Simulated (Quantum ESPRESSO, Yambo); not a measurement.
# Levels of theory for the gap of CsSrF$_{3}$

CsSrF3 (cubic perovskite, space group Pm-3m, No. 221): one geometry, one set of PBEsol (Quantum ESPRESSO, PseudoDojo norm-conserving, 84 Ry, scalar-relativistic) orbitals, self-energies from Yambo (2×2×2 Γ-centred k mesh, 154 bands and a 7 Ry block in the screening, 154 bands in G with the Bruneval-Gonze terminator, plasmon pole fitted at 27.2 eV).

The geometry is that of Materials Project entry mp-8397, symmetrised and not relaxed again.

```csv
level,gap Γ → Γ (eV),rough Yambo cost
PBEsol (Quantum ESPRESSO),6.26,–
exchange only (Hartree-Fock self-energy on PBEsol orbitals),18.14,about 1/9 (8 states)
static COHSEX@PBEsol,10.57,within a factor of two (2 states)
"G0W0@PBEsol, plasmon pole",9.55,1 (8 states)
"G0W0@PBEsol, multipole fit to 8 frequencies, no terminator",9.43,within a factor of two (2 states)
"G0W0@PBEsol, plasmon pole, no terminator",9.45,"about 1/8 (2 states, screening reused)"
```

Bare exchange has no screening and gives the widest gap; static COHSEX screens it but leaves out the frequency dependence, which G0W0 restores.

Costs are rough ratios of core time on shared machines.

Nearest settings tried, and what they do to the gap: 100 bands in G: +7 meV; 100 bands in W, 100 bands in G: +59 meV; 6 Ry block (203 vectors against 257): +4 meV. Not varied: mesh. So the settings aren't converged at that level. The k mesh is coarse.

The cell is held in this high symmetry; tilts and polar distortions were not searched.

The structure is a Materials Project entry; no match was found in the copy of COD used, and its stability was not checked.
